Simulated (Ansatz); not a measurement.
Ta₄C₃ (Pm-3m), a vibration from a frozen displacement

These are results of Ansatz 0.2.0, DFT PBEsol, scalar-relativistic, plane waves, PAW, not measurements. Settings: plane waves to 420 eV, k-mesh 10×10×10 (Γ-centred), Gaussian smearing 0.15 eV. Spin–orbit coupling is left out, which matters for the heavy elements here. No spin polarisation. Energies are free energies at this smearing, counted from the undisturbed cell; pressure is positive in compression.

The undisturbed cell (relaxed at this level; it needn't be the usual structure):

```
Ta C
1.0
     4.40260    0.00000    0.00000
     0.00000    4.40260    0.00000
     0.00000    0.00000    4.40260
Ta C
4 3
Cartesian
  0.0000 2.2013 2.2013
  2.2013 0.0000 2.2013
  2.2013 2.2013 0.0000
  0.0000 0.0000 0.0000
  2.2013 0.0000 0.0000
  0.0000 2.2013 0.0000
  0.0000 0.0000 2.2013
```

Atom 4 (Ta) is moved by x along the Cartesian unit vector (-1.000, 0.000, 0.000); the cell and all other atoms stay fixed. The cell's volume is 85.34 Å³; the moved atoms weigh 180.948 u together and the others 578.877 u. Some rows repeat others by symmetry and weren't run.

```
  x (Å)  ΔE (meV/cell) total force on the moved atoms along the move (eV/Å) pressure (GPa)
-0.6000        5381.86                                               25.7518         27.3012
-0.5000        3244.41                                               17.4313         17.9739
-0.4000        1821.25                                               11.3584         10.9729
-0.3000         914.31                                                7.0333          5.9495
-0.2000         371.96                                                3.9906          2.5910
-0.1000          88.01                                                1.7923          0.6676
 0.0000           0.00                                                0.0000          0.0419
 0.1000          88.01                                               -1.7923          0.6676
 0.2000         371.96                                               -3.9906          2.5910
 0.3000         914.31                                               -7.0333          5.9495
 0.4000        1821.25                                              -11.3584         10.9729
 0.5000        3244.41                                              -17.4313         17.9739
 0.6000        5381.86                                              -25.7518         27.3012
```

Problem. What frequency belongs to this motion?

Solution. The force constant is k = −dF/dx = 17.923 eV/Å², from the parabola through x = -0.1000, 0 and 0.1000. In every cell the moved atoms swing against the rest, so the mass is μ = m₁m₂/(m₁ + m₂) = 137.856 u, and ν̃ = 521.5 cm⁻¹ × √(|k|/μ) = 188 cm⁻¹. The pattern needn't be a normal mode: ν̃² is then a weighted mean of the squared nonzero frequencies at the zone centre of this cell, so it lies between the lowest and the highest of them.

Problem. How far does the harmonic law reach?

Solution. At x = -0.600 Å, kx²/2 = 3226.14 meV against the computed 5381.86 meV (+66.8 %): the well stiffens in this direction at large amplitude.

Problem. The pressure changes with x². What does that say about the frequency under compression?

Solution. With E = k(V)x²/2, k ∝ V^(−2γ) and x scaling with the cell as V^(1/3), P − P0 = −∂E/∂V = (2γ − 2/3) ΔE/V. At x = 0.2000 Å, V(P − P0) = 85.34 × 2.54915 / 160.2 eV = 1357.73 meV and ΔE = 371.96 meV, so γ = 1/3 + V(P − P0)/(2ΔE) = 2.16. This is the Grüneisen parameter of the motion under uniform scaling of the cell: shrinking the cell evenly by 1 % in volume raises the frequency by about 2.16 %.

In a metal these slopes depend on the k mesh and the smearing.

Cost: 7 runs of about 5 core-minutes in all, on Intel Xeon Platinum 8259CL (Skylake/Cascade Lake) (shared hosts).